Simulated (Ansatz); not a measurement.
TiAl (CuAu type, space group P4/mmm)

```yaml
crystal:
  lattice:
    - [2.82408, 0.00000, 0.00000]
    - [0.00000, 2.82408, 0.00000]
    - [0.00000, 0.00000, 4.07063]
  atoms:
    - { symbol: Al, position: [0.50000, 0.50000, 0.50000] }
    - { symbol: Ti, position: [0.00000, 0.00000, 0.00000] }
```

Two coordinates are scanned: the volume, and the ratio of the stretch along z (the conventional c axis) to the stretch across it. Atoms keep their fractional coordinates.

These are PBE (plane waves to 420 eV, PAW, scalar-relativistic; Ansatz, a program for electronic structure) values and carry that method's errors. k mesh 16×16×12 (Γ-centred), Fermi-Dirac smearing 0.05 eV. Compression counts positive. With partly filled bands, the response to shear is sensitive to the k mesh, so small differences along c/a are uncertain. The PAW data are Ansatz's earlier set. TiAl is run without spin polarisation. TiAl was relaxed with its symmetry unable to fall.

At one point of the scan the stress tensor (GPa) is:

```
   12.0      0.0      0.0
    0.0     12.0      0.0
    0.0      0.0      9.3
```

Which point is it?
A) V/V₀ = 0.920, (c/a)/(c/a)₀ = 1.027
B) V/V₀ = 0.920, (c/a)/(c/a)₀ = 1.000
C) V/V₀ = 0.947, (c/a)/(c/a)₀ = 1.027
D) V/V₀ = 0.973, (c/a)/(c/a)₀ = 1.013

A, V/V₀ = 0.920, (c/a)/(c/a)₀ = 1.027

(A scan under strain: stresses follow from slopes of the energy per volume, elastic moduli from its curvatures.)
